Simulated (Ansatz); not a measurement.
According to DFT-PBE in the program Ansatz with PAW potentials, In in the orthorhombic phase (Cmce; In on 8f) relaxes to a = 5.293 Å, b = 8.885 Å, c = 5.190 Å.

Electronic character: metallic (no gap).

The bulk modulus is 29.8 GPa.

The start of the workflow was typed in or built on a structure type; neither database checked (COD, Materials Project) lists it. It is not the phase usual at ambient conditions (space group No. 139). Symmetry was held in the PBE relaxation; whether a distortion lowers the energy is not shown. The volume moved by 17 % from the start of the relaxation. Axis ratios of metals converge slowly with the k-mesh, so a and c are less sure than the volume. Spin–orbit coupling is left out wherever it is not named.

Potentials: the earlier of the program's two PAW sets.
